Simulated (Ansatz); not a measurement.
A surface is cut from this relaxed crystal of W:

```cif
data_structure
_symmetry_space_group_name_H-M 'Im-3m'
_symmetry_Int_Tables_number 229
_cell_length_a 3.1544
_cell_length_b 3.1544
_cell_length_c 3.1544
_cell_angle_alpha 90.000
_cell_angle_beta 90.000
_cell_angle_gamma 90.000
_cell_volume 31.39
loop_
_atom_site_label
_atom_site_type_symbol
_atom_site_symmetry_multiplicity
_atom_site_Wyckoff_symbol
_atom_site_fract_x
_atom_site_fract_y
_atom_site_fract_z
_atom_site_occupancy
W1 W 2 a 0.00000 0.00000 0.00000 1
```

Miller indices refer to the conventional cell of Im-3m (No. 229), a = 3.154 Å, b = 3.154 Å, c = 3.154 Å, α = 90.00°, β = 90.00°, γ = 90.00°.

All numbers below come from Ansatz, DFT PBEsol, scalar-relativistic, plane waves, PAW. Cutoff 420 eV, Gaussian smearing of 0.10 eV, no spin polarisation. A dipole correction acts along the normal.

A relaxed slab with low-index faces, about a nanometre thick, has these properties:

```
Surface energy (mean of both faces) : 3.63 J/m²
Work function                       : 4.88 eV
```

Q: Which low-index plane was cut?

A: The (110) plane.

Spin-orbit coupling is left out, which matters for the bands of heavy elements.